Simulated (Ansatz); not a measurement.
This cell of Bi (A7 type, space group R-3m) is off equilibrium:

```
Bi
1.0
    2.26661     1.30863     3.88456
   -2.26661     1.30863     3.88456
    0.00000    -2.61726     3.88456
Bi
2
Direct
  0.36266   0.20356   0.14533
  0.76282   0.76282   0.76282
```

Method: PBE-D3(BJ) (plane waves to 420 eV, PAW, scalar-relativistic; Ansatz, a first-principles code). k mesh 10×10×10 (Γ-centred), Fermi-Dirac smearing 0.05 eV. Energies are smeared free energies. Compression counts positive. With partly filled bands, energies and forces of such displacements shift with the k mesh and the smearing. Bi was relaxed with its symmetry unable to fall. Spin-orbit coupling is left out, though Bi is heavy.

What forces act on the atoms (eV/Å, Cartesian)?


```
atom      Fx      Fy      Fz
----  ------  ------  ------
Bi1   -1.843  -1.280   1.452
Bi2    1.843   1.280  -1.452
```

What is the stress tensor (GPa)?


```
    7.2      4.7     -7.3
    4.7      1.6     -3.8
   -7.3     -3.8      3.8
```
The pressure, a third of the trace, is 4.2 GPa.

In it atom 1 sits (0.361, 0.361, 0.000) Å away from its relaxed site. What is its energy relative to the relaxed cell?

411 meV/cell.

(For displaced atoms, the force is minus the slope of the energy, and its curvature is a force constant, which sets phonon frequencies.)
